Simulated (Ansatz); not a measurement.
## Bands of NbSb

```
Nb Sb
1.0
     3.18207    0.00000    0.00000
    -1.59104    2.75575    0.00000
     0.00000    0.00000   10.13459
Nb Sb
2 2
Direct
  0.33333 0.66667 0.04888
  0.66667 0.33333 0.54888
  0.33333 0.66667 0.32712
  0.66667 0.33333 0.82712
```

Atom numbers follow the list: Nb1, Nb2, Sb3, Sb4.

The cell was built from the wurtzite type and relaxed in the same program, and has space group P6_3mc; it needn't be a known or the stable phase.

No spin–orbit coupling, which matters for the heavy atoms here.

Level of theory: DFT, PBE, all-electron LAPW, scalar-relativistic in Ansatz 0.2.0.

Sampling and basis: a Γ-centred 8×8×5 k mesh, Fermi–Dirac smearing of 0.05 eV, basis error target 0.5 meV/atom, no spin polarisation; the mesh is coarse along some axis.

Points in fractions of the reciprocal vectors of this cell: Γ (0, 0, 0), M (0.5, 0, 0), K (0.333, 0.333, 0), A (0, 0, 0.5), L (0.5, 0, 0.5), H (0.333, 0.333, 0.5). The path joins them by straight lines in the order Γ–M–K–Γ–A–L–H–A–L; legs that retrace an earlier one aren't tabulated. Energies are in eV from the Fermi level.

(1) Metal or insulator at this level of theory?

(2) Tabulate bands 50 to 55, counted from the lowest band of the run, along the path.

Results:

(1) No gap opens: metallic or semimetallic.

(2) 
```csv
k (1/Å),point,band 50,band 51,band 52,band 53,band 54,band 55
0.00,Γ,0.22,0.24,0.24,1.53,1.53,1.83
0.29,,-0.16,0.51,0.56,0.97,1.25,1.31
0.57,,-0.83,-0.29,0.31,0.52,1.12,1.64
0.86,,-1.54,-0.40,0.03,0.21,0.87,1.99
1.14,M,-1.60,-0.62,-0.17,0.21,0.72,2.67
1.30,,-1.52,-0.64,-0.62,0.18,0.41,2.02
1.47,,-1.59,-1.23,-0.78,-0.11,0.05,1.17
1.63,,-2.03,-0.83,-0.77,-0.25,-0.12,0.65
1.80,K,-2.20,-0.76,-0.60,-0.22,-0.22,0.49
2.13,,-1.85,-0.90,-0.63,-0.29,0.00,0.62
2.46,,-1.07,-0.67,-0.46,0.10,0.79,1.19
2.79,,-0.33,0.52,0.66,0.99,1.02,1.23
3.11,Γ,0.22,0.24,0.24,1.53,1.53,1.83
3.19,,0.22,0.24,0.24,1.54,1.54,1.82
3.27,,0.22,0.24,0.24,1.57,1.57,1.78
3.35,,0.22,0.23,0.23,1.62,1.62,1.73
3.42,A,0.23,0.23,0.23,1.67,1.67,1.67
3.71,,-0.22,0.54,0.54,0.96,0.96,1.49
3.99,,-1.36,-0.07,-0.07,0.78,0.78,1.70
4.28,,-1.76,0.15,0.15,0.36,0.36,2.01
4.56,L,-1.93,0.18,0.18,0.35,0.35,2.31
4.73,,-1.87,-0.26,-0.26,0.31,0.31,2.14
4.89,,-1.95,-0.96,-0.96,0.07,0.07,1.69
5.06,,-2.37,-0.84,-0.84,-0.22,-0.22,1.21
5.22,H,-2.34,-0.66,-0.66,-0.36,-0.36,1.03
5.55,,-2.15,-0.84,-0.84,-0.33,-0.33,1.42
5.88,,-1.26,-0.65,-0.65,0.09,0.09,1.98
6.21,,-0.36,0.56,0.56,0.88,0.88,1.37
6.54,A,0.23,0.23,0.23,1.67,1.67,1.67
```
